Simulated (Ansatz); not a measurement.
## Pt (P6_3/mmc), two-dimensional strain map

These are results of Ansatz, DFT r2SCAN, scalar-relativistic, plane waves, PAW, not measurements. Settings: plane waves to 500 eV, k-mesh 18×18×10 (Γ-centred), Gaussian smearing 0.15 eV. Spin–orbit coupling is left out, which can shift energies with elements as heavy as these. No spin polarisation. Energies are free energies at this smearing, counted from the undisturbed cell; pressure is positive in compression.

Reference structure (as given, not relaxed at this level; it stands at -6.4 GPa; this form isn't the usual structure):

```xyz
2
Lattice="2.7607 0.0000 0.0000 -1.3803 2.3908 0.0000 0.0000 0.0000 4.7921" Properties=species:S:1:pos:R:3 pbc="T T T"
Pt    1.3803    0.7969    3.5941
Pt    0.0000    1.5939    1.1980
```

The cell is strained by p along both x and y and by q along z, fractional coordinates fixed. Points are written (p, q).

Energy above the undisturbed cell in meV/atom (a dash: not computed):

```csv
p \ q,-0.050,-0.025,0.000,0.025,0.050
-0.050,234.1,155.3,110.2,91.7,94.2
-0.025,74.3,25.6,5.4,8.0,28.2
0.000,16.7,-3.1,0.0,22.0,58.6
0.025,32.3,40.4,65.7,–,157.2
0.050,99.0,133.9,180.4,237.3,302.5
```

Pressure in GPa:

```
 p \ q  -0.050  -0.025  0.000  0.025  0.050
-0.050    48.0    37.1   28.2   21.0   15.4
-0.025    24.3    15.2    8.0    2.3   -2.3
 0.000     6.8    -0.6   -6.4  -11.0  -14.6
 0.025    -6.0   -11.9  -16.6      –  -22.9
 0.050   -15.2   -19.9  -23.5  -26.3  -28.4
```